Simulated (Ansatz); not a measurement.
Values for one crystal, relaxed and computed with DFT-r²SCAN in the program Ansatz with PAW potentials; other levels are named.

Volume per atom: 18.01 Å³
Electronic character: metallic (no gap)
Debye temperature from the elastic constants: 215 K
Density of states at the Fermi level: 1.4 states/eV per atom (mean over ±0.08 eV)
Young's modulus: 68.1 GPa
Pressure derivative B′: 3.7
Gap with spin–orbit coupling: none (metallic)

### Question
Which of these materials gives this?
(A) Cs, bcc (W type)
(B) Rb, bcc (W type)
(C) Cr, bcc (W type)
(D) Nb, bcc (W type)

### Answer
D, Nb, bcc (W type)

Space group Im-3m (bcc (W type)). The r²SCAN relaxation kept the symmetry of its start. No spin polarisation was allowed. As this level gives no gap, shear constants depend on the k-mesh and smearing (Fermi–Dirac, 0.1 eV here). On the denser mesh and wider smearing of the elastic run this cell carries a stress of 0.4 GPa. Scalar-relativistic: spin–orbit coupling is off unless named, which matters more the heavier the elements.

Potentials: the earlier of the program's two PAW sets.
